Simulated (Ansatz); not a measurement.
BN:
```xyz
2
Lattice="1.2504 0.7219 3.4302 -1.2504 0.7219 3.4302 0.0000 -1.4438 3.4302" Properties=species:S:1:pos:R:3 pbc="T T T"
B      0.0000     0.0000     8.5763
N      0.0000     0.0000     1.7144
```

Tensor components refer to the Cartesian frame of this cell.

Q: Give the proper piezoelectric stress tensor with relaxed ions from plane-wave PAW r²SCAN (Ansatz code).

A: In C/m², rows x, y, z, Voigt columns; mesh uncertainty up to 0.01.
```
 0.00   0.00   0.00   0.00   0.01   0.36
 0.36  -0.36   0.00   0.01   0.00   0.00
 0.02   0.02  -0.07   0.00   0.00   0.00
```

The elastic tensor of the same run (GPa):

|  | 1 | 2 | 3 | 4 | 5 | 6 |
|---|---|---|---|---|---|---|
| 1 | 886 | 191 | -0.4 | 2.4 | 0.0 | 0.0 |
| 2 | 191 | 886 | -0.4 | -2.4 | 0.0 | 0.0 |
| 3 | -0.4 | -0.4 | 20.8 | 0.0 | 0.0 | 0.0 |
| 4 | 2.4 | -2.4 | 0.0 | 4.0 | 0.0 | 0.0 |
| 5 | 0.0 | 0.0 | 0.0 | 0.0 | 4.0 | 2.4 |
| 6 | 0.0 | 0.0 | 0.0 | 0.0 | 2.4 | 347 |

Q: Convert to strain constants d = e·S.

A: In pC/N:
```
 0.0   0.0   0.0   0.0   1.8   1.0
 0.5  -0.5   0.0   1.8   0.0   0.0
 0.0   0.0  -3.6   0.0   0.0   0.0
```

Space group R3m. The cell is a constructed one: a structure type filled with these elements; the Crystallography Open Database copy checked does not list it. It is not the phase usual at ambient conditions (space group No. 186, 194, 216). The cell was relaxed with r²SCAN under the symmetry of its start; whether a distortion lowers the energy is not shown. The volume moved by 69 % from the start of the relaxation.

Potentials: the later of the program's two PAW sets.
